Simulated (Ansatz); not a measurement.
Relaxed CdBr$_{2}$ (space group P6_3mc):

```xyz
6
Lattice="3.9803 0.0000 0.0000 -1.9901 3.4470 0.0000 0.0000 0.0000 12.5675" Properties=species:S:1:pos:R:3 pbc="T T T"
Cd     1.9901     1.1490    10.9964
Cd     0.0000     2.2980     4.7126
Br     0.0000     0.0000     9.4298
Br     0.0000     0.0000     3.1461
Br     0.0000     2.2980    12.5633
Br     1.9901     1.1490     6.2796
```

In each cell atom 1 (Cd, nearest neighbour Br at 2.781 Å; its periodic images, 4.0 Å or more away, move with it) moves by s·(1.000, 0.000, 0.000) (along Cartesian x), the rest being held.

All values below come from r2SCAN+rVV10 (plane waves to 500 eV, PAW, scalar-relativistic; Ansatz, a quantum-chemistry and plane-wave program). k mesh 8×8×2 (Γ-centred), Fermi-Dirac smearing 0.05 eV. E stands for the smeared free energy. CdBr2 was relaxed with its symmetry unable to fall. The zero of ΔE is the undisplaced structure.

Successive frames, forces in eV/Å:

```
frame         ΔE (meV/cell)                F on Cd1                F on Cd2                  F on Br3                F on Br4                F on Br5                F on Br6
------------  -------------  ----------------------  ----------------------  ------------------------  ----------------------  ----------------------  ----------------------
s = -0.166 Å             44   (0.536, 0.000, 0.000)  (-0.001, 0.000, 0.000)  (-0.268, -0.075, -0.092)   (0.002, 0.000, 0.000)  (-0.270, 0.075, 0.092)   (0.001, 0.000, 0.000)
s = 0.000 Å               0   (0.000, 0.000, 0.000)   (0.000, 0.000, 0.000)     (0.000, 0.000, 0.000)   (0.000, 0.000, 0.000)   (0.000, 0.000, 0.000)   (0.000, 0.000, 0.000)
s = 0.166 Å              44  (-0.536, 0.000, 0.000)   (0.001, 0.000, 0.000)   (0.268, -0.075, -0.092)  (-0.002, 0.000, 0.000)   (0.270, 0.075, 0.092)  (-0.001, 0.000, 0.000)
```

Q: What are the energy and the forces in the next frame, s = 0.332 Å?

A: ΔE (meV/cell) = 184.

| atom | Fx | Fy | Fz |
|---|---|---|---|
| Cd1 | -1.177 | 0.000 | 0.001 |
| Cd2 | 0.001 | 0.000 | 0.000 |
| Br3 | 0.589 | -0.308 | -0.382 |
| Br4 | -0.005 | 0.000 | 0.000 |
| Br5 | 0.593 | 0.307 | 0.381 |
| Br6 | -0.001 | 0.001 | 0.000 |

(For displaced atoms, the force is minus the slope of the energy, and its curvature is a force constant, which sets phonon frequencies.)
